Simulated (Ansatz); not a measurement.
This cell of TiAl (CuAu type, space group P4/mmm) is off equilibrium:

```yaml
crystal:
  lattice:
    - [2.82408, 0.00000, 0.00000]
    - [0.00000, 2.82408, 0.00000]
    - [0.00000, 0.00000, 4.07063]
  atoms:
    - { symbol: Al, position: [0.50000, 0.50000, 0.50000] }
    - { symbol: Ti, position: [0.00000, 0.00000, 0.05503] }
```

Calculation: PBE (plane waves to 420 eV, PAW, scalar-relativistic; Ansatz, a first-principles code). k mesh 13×13×9 (Γ-centred), Fermi-Dirac smearing 0.05 eV. The energy includes the smearing's −TS. Stress and pressure are positive under compression. With partly filled bands, energies and forces of such displacements shift with the k mesh and the smearing. The PAW data are Ansatz's earlier set. TiAl is run without spin polarisation. TiAl was relaxed with its symmetry unable to fall.

Question: What forces act on the atoms (eV/Å, Cartesian)?

Answer: 
```csv
atom,Fx,Fy,Fz
Al1,0.000,0.000,1.348
Ti2,0.000,0.000,-1.348
```

Question: What is the stress tensor (GPa)?

Answer: 
```
    2.2      0.0      0.0
    0.0      2.2      0.0
    0.0      0.0      2.5
```
The pressure, a third of the trace, is 2.3 GPa.

Question: In it atom 2 sits (0.000, 0.000, 0.224) Å away from its relaxed site. What is its energy relative to the relaxed cell?

Answer: 146 meV/cell.

(A displaced cell: forces are minus the slopes of the energy, force constants its curvatures, and phonons follow from these.)
